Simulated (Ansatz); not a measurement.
GaP:
```yaml
crystal:
  lattice:
    - [0.00000, 2.72581, 2.72581]
    - [2.72581, 0.00000, 2.72581]
    - [2.72581, 2.72581, 0.00000]
  atoms:
    - { symbol: Ga, position: [0.00000, 0.00000, 0.00000] }
    - { symbol: P, position: [0.75000, 0.75000, 0.75000] }
```

Cartesian axes are those of the cell as given.

Problem. Give the proper piezoelectric stress tensor with relaxed ions from r²SCAN (plane waves, PAW; program Ansatz).

Solution. In C/m², rows x, y, z, Voigt columns; mesh uncertainty up to 0.00.
```
0.00  0.00  0.00  0.14  0.00  0.00
0.00  0.00  0.00  0.00  0.14  0.00
0.00  0.00  0.00  0.00  0.00  0.14
```

The elastic tensor of the same run (GPa):

|  | 1 | 2 | 3 | 4 | 5 | 6 |
|---|---|---|---|---|---|---|
| 1 | 142 | 60.6 | 60.6 | 0.0 | 0.0 | 0.0 |
| 2 | 60.6 | 142 | 60.6 | 0.0 | 0.0 | 0.0 |
| 3 | 60.6 | 60.6 | 142 | 0.0 | 0.0 | 0.0 |
| 4 | 0.0 | 0.0 | 0.0 | 73.1 | 0.0 | 0.0 |
| 5 | 0.0 | 0.0 | 0.0 | 0.0 | 73.1 | 0.0 |
| 6 | 0.0 | 0.0 | 0.0 | 0.0 | 0.0 | 73.1 |

Problem. Convert to strain constants d = e·S.

Solution. In pC/N:
```
0.0  0.0  0.0  1.9  0.0  0.0
0.0  0.0  0.0  0.0  1.9  0.0
0.0  0.0  0.0  0.0  0.0  1.9
```

Space group F-43m (zinc blende). The r²SCAN relaxation kept the symmetry of its start; phonons on a q-mesh show no instability. Spin–orbit coupling is left out wherever it is not named.

Potentials: the earlier of the program's two PAW sets.
